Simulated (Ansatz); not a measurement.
# Zr$_{2}$CuH$_{2}$: a fit and a missing row

Zr$_{2}$CuH$_{2}$, I4/mmm, a = 3.265 Å, c = 11.711 Å. The structure is a Materials Project entry; whether it is the stable form wasn't checked. Ansatz: r2SCAN, PAW, 500 eV, Γ-centred 16×16×16 mesh on 5 atoms, Gaussian smearing 0.10 eV; no spin polarisation. Shape and atoms are relaxed at each volume; pressure is positive in compression.

```
V (Å³/atom) P (GPa)
     11.739     9.20
     12.113     4.26
     12.488     0.00
     12.862        ?
     13.237    -6.83
```

Take V0 = 12.488 Å³/atom, fit the third-order Birch–Murnaghan form to the other rows, and predict the missing pressure.

With the Eulerian strain f = ½[(V0/V)^(2/3) − 1] and y = P/[3f(1 + 2f)^(5/2)], the form is the line y = B0 + 1.5 B0 (B0′ − 4) f. Rows (f, y): 0.02105, 131.4; 0.01027, 131.4; -0.01904, 131.8. Means f = 0.004093, y = 131.53; Σ(Δf)² = 0.0008608, ΣΔfΔy = -0.009253; the slope is their ratio. y = 131.6 − 10.75 f GPa, so B0 = 131.6 GPa and B0′ = 4 + 2 × (-10.75)/(3 × 131.6) = 3.95. At V = 12.862, f = -0.00974, y = 131.70 and P = -3.66 GPa. The run gave -3.68 GPa, so the fit is 0.02 GPa too high, a small miss on the scale of the series.

Cost: 5 runs of about 15 core-minutes in all, on Intel Xeon 6975P-C (Granite Rapids) (shared hosts).